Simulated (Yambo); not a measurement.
G0W0@PBEsol for Sr2WZnO6 (space group Fm-3m, No. 225) in Yambo. Reference settings: 2×2×2 Γ-centred k mesh, bands 6 to 211 and a 7 Ry block in the screening, 211 bands in G with the Bruneval-Gonze terminator, plasmon pole fitted at 27.2 eV. The PBEsol gap L → X on this mesh is 2.86 eV; G0W0 gaps are taken between the same points.

The settings were changed. The gap went from 4.80 eV to 4.83 eV, and the shift of the valence edge from -0.71 eV to -0.45 eV.

**Question.** Name the change that produced these shifts.
A) 144 bands in W, 144 bands in G
B) 6 Ry block
C) no terminator
D) 144 bands in G, no terminator

**Answer.** C, no terminator. The others gave (gap, valence shift): 6 Ry block: 4.80, -0.70 eV; 144 bands in G, no terminator: 4.90, -0.30 eV; 144 bands in W, 144 bands in G: 4.91, -0.69 eV. In the run with 211 bands and a 7 Ry block, which covers more k points, the smallest G0W0 gap is 4.59 eV, Γ → X.

Spin-orbit coupling is not included.

Geometry of the Materials Project entry, not relaxed at this level; primitive cell a = b = c = 5.707 Å, α = β = γ = 60.00°.

A shift is the quasiparticle energy of the state minus its PBEsol energy.
